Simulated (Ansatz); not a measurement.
Ansatz (a program for electronic structure) input:

Ansatz 0.2 input:
```yaml
crystal:
  lattice:
    - [6.1730341332, 0.0, 0.0]
    - [0.0, 5.6120762365, 0.0]
    - [0.0, 0.0, 5.1905267015]
  atoms:
    - { symbol: Tl, position: [0.2519417072, 0.506077709, 0.25] }
    - { symbol: Tl, position: [0.7480582928, 0.493922291, 0.75] }
    - { symbol: Tl, position: [0.2519417072, 0.993922291, 0.75] }
    - { symbol: Tl, position: [0.7480582928, 0.006077709, 0.25] }
    - { symbol: F, position: [0.8610416265, 0.5723610313, 0.25] }
    - { symbol: F, position: [0.1389583735, 0.4276389687, 0.75] }
    - { symbol: F, position: [0.8610416265, 0.9276389687, 0.75] }
    - { symbol: F, position: [0.1389583735, 0.0723610313, 0.25] }
kpoints:
  mp_grid: { grid: [5, 5, 6] }
hamiltonian:
  xc: r2scan
  dispersion: d4
  pseudopotentials: { azcp: { folder: ./paw }, kind: paw }
scf:
  occupations: { method: fixed }
checkpoint: { read: static.run }
output: { write_density: true, elf: true, volumetric_format: npy }
basis: { fft_grid_basis: typed }
```

Output (shortened):

```
Pseudopotential: Tl, paw, valence charge 13
Pseudopotential: F, paw, valence charge 7
Functional definition: r2SCAN
Crystal: 8 atoms, lattice volume = 179.818 Å³
Basis set: ecut = 500 eV, 4581 PW (Γ), exchange–correlation on 192×180×160 points (64 copies of the dense FFT grid, shifted against one another)
Bands: 48, of which v1, the nominal top of the filled ones, is band 40 counted from 1 (39 counted from 0)
Symmetry: 8 space group operations
Space group: Pbcm (ITA 57), of the structure as read, at distance tolerance 5.6e-5 Å
k-points: 36 of 150
Stability of the state it starts from, as read at its close in the unpolarized treatment …
iter 1 solved again at ethr=8.95e-8 eV; its pass at ethr=3.10e-3 eV (dr2=7.16e-5 eV) is discarded
SCF iter   1: F=—  HF=-49084.802184 eV  |F-HF|=—  |Δ(HF+E_count)|=         —  Δρ=5.31e-7  dr2=4.19e-10  dr2_τ=8.89e-11  ethr=8.95e-8  ⟨swp⟩=3.6  Hψ=9975  notcnv=0  defer=214
preconditioner: auto → Resta (q_TF=auto, 2.384 Å⁻¹)
SCF iter   2: F=-49084.802184 eV  HF=-49084.802184 eV  |F-HF|=3.49e-10  |Δ(HF+E_count)|=   4.98e-9  Δρ=6.00e-7  dr2=4.68e-10  dr2_τ=1.14e-10  ethr=1.00e-12  ⟨swp⟩=10.3  Hψ=8298  notcnv=0
SCF 1 converged in 2 iterations: F = -49084.802184 eV  dr2 = 4.68e-10
SCF converged after 2 iterations
Free energy (F): -49084.802184 eV
Harris-Foulkes:  -49084.802184 eV  (|F-HF|=3.49e-10)
Internal energy: -49084.802184 eV  (E = F + TS)
E sigma→0 (E₀):  -49084.802184 eV
Fermi energy:    4.171017 eV
--- Per-component energies (eV) ---
  E_band       = -277.765355
  E_kinetic    = 1855.739148
  E_local      = -6459.834533  (includes V_loc(G=0)·N_el)
  E_nonlocal   = 1615.411690
  E_hartree    = 2458.569633
  E_xc         = -1003.941680
  E_vxc        = -989.211919  (∫ρ·V_xc dr)
  E_paw        = -41674.336338  (= ΣΔE_a)
  E_vpaw       = -1288.987020  (= ΣTr[D̂ρ^β])
  E_aug_tail   = 0.001093  (compensation charges beyond the density's cutoff)
  E_vtau       = 71.978050  (kinetic-family band-sum trace: ∫τ·v_τ [+ j·A + Jᵃ·Aᵃ] dr)
  E_ewald      = -5879.842993
  E_disp       = -0.600851  (pairwise vdW)
  E_core_change = 4.032647  (= ΣΔE_core)
  E_smearing   =  0.000000  (= −TS)
  E_closure    =  0.000000  (closes the sum)
  Σ components = -49084.802184   (vs F -49084.802184, Δ=0.00e0)
  [band-id]    e_kinetic+e_local+e_nonlocal+2·e_hartree+e_vxc+e_vpaw+e_augmentation_tail+e_vtau = -277.764226   (vs E_band -277.765355, Δ=1.13e-3)
--- Band table (eV; the first three rows and the last of 36) ---
  k-point 0: bands = ["-17.8665", "-17.7126", "-17.7030", "-17.6945", "-5.1037", "-5.0533", "-5.0380", "-5.0336", "-4.9969", "-4.9370", "-4.9351", "-4.8756", "-4.8385", "-4.8354", "-4.8003", "-4.7978", "-4.7973", "-4.7962", "-4.7796", "-4.7762", "-4.7603", …
  k-point 1: bands = ["-17.8538", "-17.7104", "-17.7047", "-17.7021", "-5.0823", "-5.0353", "-5.0282", "-5.0182", "-4.9860", "-4.9406", "-4.9282", "-4.8778", "-4.8535", "-4.8481", "-4.8196", "-4.8082", "-4.8001", "-4.7966", "-4.7939", "-4.7801", "-4.7635", …
  k-point 2: bands = ["-17.8198", "-17.7337", "-17.7057", "-17.7009", "-5.0222", "-5.0028", "-4.9883", "-4.9703", "-4.9560", "-4.9521", "-4.9021", "-4.8852", "-4.8793", "-4.8774", "-4.8660", "-4.8356", "-4.8352", "-4.8323", "-4.8174", "-4.7949", "-4.7871", …
  k-point 35: bands = ["-17.7467", "-17.7467", "-17.7243", "-17.7243", "-5.0199", "-5.0199", "-5.0084", "-5.0084", "-4.9622", "-4.9622", "-4.9585", "-4.9585", "-4.9025", "-4.9025", "-4.8914", "-4.8914", "-4.8087", "-4.8087", "-4.7998", "-4.7998", "-4.7768", …
```

Cost: roughly 13 core-seconds on shared cores.

The workflow started from a Materials Project entry (that database holds measured and hypothetical structures alike); the Crystallography Open Database files this formula in space group No. 57, but the cells were not matched. Whether it is the stable phase at ambient conditions was not checked. The cell was relaxed with r²SCAN+D4 under the symmetry of its start; whether a distortion lowers the energy is not shown. Spin–orbit coupling is left out wherever it is not named.

Potentials: the earlier of the program's two PAW sets.

Ansatz is a plane-wave DFT program.
